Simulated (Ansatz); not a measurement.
## Calculated N-14 nuclear quadrupole resonance for Si3N4

Cell: a COD entry (perhaps calculated rather than measured).

Space group Fd-3m:1 (No. 227); a = 7.6765 Å.

```
site  Wyckoff  site symmetry       x       y       z
 Si1      16d           .-3m  0.1250  0.1250  0.6250
 Si5       8a           -43m  0.5000  0.5000  0.0000
   N      32e            .3m  0.8824  0.8824  0.3824
```

One atom of each set is listed; the run and its k-mesh use a cell of 14 atoms with edges of 5.43, 5.43, 5.43 Å.

Computed with Ansatz: DFT, PBE, plane waves and PAW, scalar-relativistic, 420 eV cutoff, Γ-centred 6×6×6 k-points, Fermi–Dirac smearing 0.02 eV.

N-14: I = 1, Q = 20.44 mb (year-2017 value). Static lattice, zero field.

**Question.** The simulated lines lie at 1.04 MHz. What are |C_Q|, η and |V_zz| at N?

**Answer.** For I = 1 the lines are ν± = (3/4)|C_Q|(1 ± η/3) and ν₀ = |C_Q|η/2. Here |C_Q| = 1.39 MHz, η = 0.00 and |V_zz| = 2.81 × 10²¹ V/m². The calculation gives V_zz positive; the lines don't show the sign. The site has 4 Si at 1.76–1.86 Å.

An axis of threefold or higher order runs through N, so V_zz lies along it and η is zero.

At this cell the PBE pressure is 14 GPa, so with PBE the cell would grow if it were relaxed. The entry's cell may itself be off.
